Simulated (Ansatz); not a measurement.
Ansatz (a quantum-chemistry and plane-wave program) input:

Ansatz 0.2 input:
```yaml
crystal:
  lattice:
    - [4.5200506987, 0.0, 0.0]
    - [0.0, 4.5200506987, 0.0]
    - [0.0, 0.0, 3.2500809764]
  atoms:
    - { symbol: Bi, position: [0.0, 0.5, 0.5631149035] }
    - { symbol: Bi, position: [0.5, 0.0, 0.4368850965] }
kpoints:
  mp_grid: { grid: [7, 7, 9] }
  band_path:
    path:
      - [[0.0, 0.0, 0.0], [0.0, 0.5, 0.0], [0.5, 0.5, 0.0], [0.0, 0.0, 0.0], [0.0, 0.0, 0.5], [0.0, 0.5, 0.5], [0.5, 0.5, 0.5], [0.0, 0.0, 0.5]]  # Γ-X-M-Γ-Z-R-A-Z
      - [[0.0, 0.5, 0.0], [0.0, 0.5, 0.5]]  # X-R
      - [[0.5, 0.5, 0.0], [0.5, 0.5, 0.5]]  # M-A
    npoints: 8
basis: { xc_grid: 2 }
hamiltonian:
  xc: pbesol
  pseudopotentials: { azcp: { folder: ./paw }, kind: paw_fr }
magnetization: { noncollinear: true, spin_orbit: true }
scf:
  n_extra_bands: 12
  convergence: { dr2_threshold: 0.0000000001 }
  occupations: { method: gaussian, width: 0.05 }
output: { eigenvalues: true }
```

Output (shortened):

```
Pseudopotentials: kind: paw_fr
Pseudopotential: Bi, paw, valence charge 15
Functional definition: PBEsol
non-collinear run that drives no moment, with spin-orbit …
Crystal: 2 atoms, lattice volume = 66.402 Å³
Basis set: ecut = 420 eV, 1299 PW (Γ), exchange–correlation on 64×64×48 points (8 copies of the dense FFT grid, shifted against one another)
Bands: 42, of which v1, the nominal top of the filled ones, is band 30 counted from 1 (29 counted from 0)
Symmetry: 16 space group operations + 16 with time reversal
k-points: 50 of 441
Projection manifold: j_resolved (fully-relativistic pseudo-atomic orbitals)
PAW frozen core: Bi, regenerated for the run's functional, and the local potential with it
Initial density: superposition of atomic densities (chi_scale 0.1, normalization cell)
Initial wavefunctions: pseudopotential atomic-orbital guess
Eigensolver: davidson
Functional: x = pbesol(κ = 0.804, μ = 0.12345679012345678), c = pbesol(β = 0.046)
SCF iter   1: F=—  HF=-24570.834763 eV  |F-HF|=—  |Δ(HF+E_count)|=         —  Δρ=7.17e-3  dr2=3.17e-2  dr2_m=0.00e0 (ungated)  ethr=3.10e-3  |M|=0.00e0 ∫|m|=0.00e0 μB  |m|>n=0.0e0 m-floor=0.0e0 τ_xc=0.0e0  β_m=0.30  ⟨swp⟩=8.1  Hψ=5470  notcnv=0  defer=60
all-band conjugate gradients solve this SCF's bands
preconditioner: auto → Resta (q_TF=auto, 2.390 Å⁻¹)
spin=Noncollinear: Resta preconditioning applied to the charge; magnetization (m_x, m_y, m_z) channels mix plain (no charge-response kernel on spin).
SCF iter   2: F=—  HF=-24570.833459 eV  |F-HF|=—  |Δ(HF+E_count)|=   1.30e-3  Δρ=5.44e-3  dr2=1.86e-2  dr2_m=0.00e0 (ungated)  ethr=1.06e-4  |M|=0.00e0 ∫|m|=0.00e0 μB  |m|>n=0.0e0 m-floor=0.0e0 τ_xc=0.0e0  β_m=0.65  ⟨swp⟩=1.4  Hψ=1281  notcnv=0  defer=186
SCF iter   3: F=—  HF=-24570.834386 eV  |F-HF|=—  |Δ(HF+E_count)|=   9.27e-4  Δρ=1.26e-3  dr2=1.03e-3  dr2_m=0.00e0 (ungated)  ethr=6.21e-5  |M|=0.00e0 ∫|m|=0.00e0 μB  |m|>n=0.0e0 m-floor=0.0e0 τ_xc=0.0e0  β_m=0.76  ⟨swp⟩=3.0  Hψ=1793  notcnv=0  defer=186
SCF iter   4: F=—  HF=-24570.833929 eV  |F-HF|=—  |Δ(HF+E_count)|=   4.57e-4  Δρ=5.60e-4  dr2=2.10e-4  dr2_m=0.00e0 (ungated)  ethr=3.42e-6  |M|=0.00e0 ∫|m|=0.00e0 μB  |m|>n=0.0e0 m-floor=0.0e0 τ_xc=0.0e0  β_m=0.88  ⟨swp⟩=2.6  Hψ=1723  notcnv=0  defer=186
SCF iter   5: F=—  HF=-24570.833852 eV  |F-HF|=—  |Δ(HF+E_count)|=   7.68e-5  Δρ=8.44e-5  dr2=4.33e-6  dr2_m=0.00e0 (ungated)  ethr=7.01e-7  |M|=0.00e0 ∫|m|=0.00e0 μB  |m|>n=0.0e0 m-floor=0.0e0 τ_xc=0.0e0  β_m=0.93  ⟨swp⟩=2.0  Hψ=1654  notcnv=0  defer=186
SCF iter   6: F=—  HF=-24570.833839 eV  |F-HF|=—  |Δ(HF+E_count)|=   1.32e-5  Δρ=1.87e-5  dr2=2.05e-7  dr2_m=0.00e0 (ungated)  ethr=1.44e-8  |M|=0.00e0 ∫|m|=0.00e0 μB  |m|>n=0.0e0 m-floor=0.0e0 τ_xc=0.0e0  β_m=0.92  ⟨swp⟩=2.0  Hψ=1654  notcnv=0  defer=186
SCF iter   7: F=—  HF=-24570.833846 eV  |F-HF|=—  |Δ(HF+E_count)|=   7.43e-6  Δρ=4.37e-6  dr2=1.09e-8  dr2_m=0.00e0 (ungated)  ethr=6.83e-10  |M|=0.00e0 ∫|m|=0.00e0 μB  |m|>n=0.0e0 m-floor=0.0e0 τ_xc=0.0e0  β_m=0.96  ⟨swp⟩=2.0  Hψ=1615  notcnv=0  defer=186
SCF iter   8: F=-24570.833846 eV  HF=-24570.833846 eV  |F-HF|=5.46e-11  |Δ(HF+E_count)|=   2.86e-9  Δρ=3.88e-7  dr2=7.19e-11  dr2_m=0.00e0 (ungated)  ethr=1.00e-12  |M|=0.00e0 ∫|m|=0.00e0 μB  |m|>n=0.0e0 m-floor=0.0e0 τ_xc=0.0e0  ⟨swp⟩=8.1  Hψ=4593  notcnv=0
SCF 1 converged in 8 iterations: F = -24570.833846 eV  dr2 = 7.19e-11
NSCF: frozen V_eff on 75 k-points
SCF converged after 8 iterations
Magnetization: |M| = 0.0000 μB,  M = (+0.0000, +0.0000, +0.0000) μB
Absolute magnetization: 0.0000 μB (∫|m|)
  site 0: m = (+0.0000, +0.0000, +0.0000) μB, |m| = 0.0000 μB  (R = 1.33 Å)
  site 1: m = (+0.0000, +0.0000, +0.0000) μB, |m| = 0.0000 μB  (R = 1.33 Å)
Free energy (F): -24570.833846 eV
Harris-Foulkes:  -24570.833846 eV  (|F-HF|=5.46e-11)
Internal energy: -24570.832434 eV  (E = F + TS)
E sigma→0 (E₀):  -24570.833140 eV
Entropy (-TS):   -0.001412 eV (-0.706 meV/atom)
Fermi energy:    10.460383 eV
--- Per-component energies (eV) ---
  E_band       = -192.329334
  E_kinetic    = 507.678210
  E_local      = -2600.260705  (includes V_loc(G=0)·N_el)
  E_nonlocal   = 824.843561
  E_hartree    = 964.692506
  E_xc         = -301.387711
  E_vxc        = -262.690772  (∫ρ·V_xc dr)
  E_paw        = -21101.814846  (= ΣΔE_a)
  E_vpaw       = -591.285438  (= ΣTr[D̂ρ^β])
  E_aug_tail   = 0.000417  (compensation charges beyond the density's cutoff)
  E_ewald      = -2864.787982
  E_core_change = 0.204116  (= ΣΔE_core)
  E_smearing   = -0.001412  (= −TS)
  E_closure    = 0.000000  (closes the sum)
  Σ components = -24570.833846   (vs F -24570.833846, Δ=0.00e0)
  [band-id]    e_kinetic+e_local+e_nonlocal+2·e_hartree+e_vxc+e_vpaw+e_augmentation_tail = -192.329715   (vs E_band -192.329334, Δ=-3.81e-4)
--- Band table (eV; the first three rows and the last of 50) ---
  k-point 0: bands = ["-13.8130", "-13.8130", "-13.8088", "-13.8088", "-13.7912", "-13.7912", "-13.7265", "-13.7265", "-10.8900", "-10.8900", "-10.8890", "-10.8890", "-10.8370", "-10.8370", "-10.8095", "-10.8095", "-10.6699", "-10.6699", "-10.6324", "-10.6324", "-2.7731", "-2.7731", "1.3204", "1.3204", "6.4332", "6.4332", "7.8481", "7.8481", "11.7341", "11.7341", "13.1054", "13.1054", "14.5072", "14.5072", "14.6057", "14.6057", "15.7632", "15.7632", "17.3775", "17.3775", "18.5718", "18.5718"]
  k-point 1: bands = ["-13.8093", "-13.8093", "-13.8050", "-13.8050", "-13.7846", "-13.7846", "-13.7279", "-13.7279", "-10.8895", "-10.8895", "-10.8749", "-10.8749", "-10.8189", "-10.8189", "-10.8163", "-10.8163", "-10.6768", "-10.6768", "-10.6363", "-10.6363", "-2.6170", "-2.6170", "1.4610", "1.4610", "6.5742", "6.5742", "8.0206", "8.0206", "10.9912", "10.9912", "13.2542", "13.2542", "13.3165", "13.3165", "14.7783", "14.7783", "15.6463", "15.6463", "17.6083", "17.6083", "18.6871", "18.6871"]
  k-point 2: bands = ["-13.8107", "-13.8107", "-13.7859", "-13.7859", "-13.7694", "-13.7694", "-13.7315", "-13.7315", "-10.8914", "-10.8914", "-10.8355", "-10.8355", "-10.8351", "-10.8351", "-10.7709", "-10.7709", "-10.6934", "-10.6934", "-10.6443", "-10.6443", "-2.1647", "-2.1647", "1.8658", "1.8658", "6.9398", "6.9398", "8.5055", "8.5055", "8.8678", "8.8678", "12.8208", "12.8208", "13.7011", "13.7011", "13.7300", "13.7300", "15.2312", "15.2312", "18.1337", "18.1337", "18.7457", "18.7457"]
  k-point 49: bands = ["-13.7902", "-13.7902", "-13.7857", "-13.7857", "-13.7348", "-13.7348", "-13.7313", "-13.7313", "-10.8349", "-10.8349", "-10.8272", "-10.8272", "-10.8130", "-10.8130", "-10.8001", "-10.8001", "-10.6609", "-10.6609", "-10.6459", "-10.6459", "0.9261", "0.9261", "1.1500", "1.1500", "6.4906", "6.4906", "6.6000", "6.6000", "7.8365", "7.8365", "8.0839", "8.0839", "12.8033", "12.8033", "13.0211", "13.0211", "17.2569", "17.2569", "17.8683", "17.8683", "21.6337", "21.6337"]
  band table: 42 of 42 bands, residual norms ≤ 1.0e-3 eV
```

Cost: around 22 core-seconds (rough) on shared cores.

Space group P4/nmm. The workflow started from a Materials Project entry (that database holds measured and hypothetical structures alike); the Crystallography Open Database copy checked does not list it. It is not the phase usual at ambient conditions (space group No. 166). The PBEsol relaxation kept the symmetry of its start; its stability against distortions is not shown here. Axis ratios of metals converge slowly with the k-mesh, so a and c are less sure than the volume.

Potentials: the earlier of the program's two PAW sets. The files were generated under PBE; for other functionals the program regenerates the frozen cores, and for LDA and PBEsol the local potential too.

Ansatz is a plane-wave DFT program.
